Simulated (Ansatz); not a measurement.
A trial structure of Sc3SiF was built thus: random cell by space group and Wyckoff sites (P-62m, No. 189). The dimensions are guesses.

```
Sc Si F
1.0
     4.76613    0.00000    0.00000
    -2.38306    4.12759    0.00000
     0.00000    0.00000    5.01216
Sc Si F
3 1 1
Direct
  0.62901 0.00000 0.00000
  0.00000 0.62901 0.00000
  0.37099 0.37099 0.00000
  0.00000 0.00000 0.50000
  0.00000 0.00000 0.00000
```

Level of theory: DFT PBE, scalar-relativistic, plane waves, PAW in Ansatz. Cutoff 420 eV, Gaussian smearing, Γ-centred meshes. Cell and atoms relax first on a coarse mesh and then on a finer one. In between, the cell is made exact in the group found at 0.06 Å. In metals the finer mesh still leaves noise of several meV/atom or more. The steps can't lower the symmetry of their start. No spin polarisation in the relaxation; trial moments died out in a coarse test.

A guess keeps its type if space group and coordination stay and the shape of the cell changes little (axis ratios within about 15 %, angles within 6°); the volume may change.

Problem. Will the relaxed cell still be of the starting type?

Solution. It doesn't keep its type. The symmetry stays P-62m (No. 189). The volume per atom grows by 23.5 %, from 19.7 to 24.4 Å³. The shortest distance goes from 1.77 Å (Sc–F) to 1.99 Å (Si–F). The ratio c/a of the conventional cell changes by a factor of 0.64. Counting neighbours within 15 % of an atom's shortest distance, the start has F 3, Sc 1, Si 2 and the end F 5, Sc 1, Si 2. In detail, at the end around Sc lie 1 F at 2.23 Å and 2 Si at 2.99 Å; Si is surrounded by 2 F at 1.99 Å and 6 Sc at 2.99 Å; F is surrounded by 2 Si at 1.99 Å and 3 Sc at 2.23 Å.

```xyz
5
Lattice="5.9471 0.0000 0.0000 -2.9736 5.1503 0.0000 0.0000 0.0000 3.9763" Properties=species:S:1:pos:R:3 pbc="T T T"
Sc    3.7183    0.0000    0.0000
Sc   -1.8591    3.2201    0.0000
Sc    1.1144    1.9302    0.0000
Si    0.0000    0.0000    1.9882
F     0.0000    0.0000    0.0000
```

Formation energies are uncorrected and refer to the elements' standard structures at the same level (F₂ as a molecule).

Problem. At what energy does it end?

Solution. −0.06 eV/atom.

The last run used a 6×6×10 mesh (in the run's order of axes) for its 5-atom cell and Gaussian smearing of 0.10 eV. A structure relaxed within its symmetry needn't be a true minimum. Another cell of Sc3SiF relaxed alike, in P6_3/mmc, lies 1.13 eV/atom lower, so this cell isn't the stable form at this level.
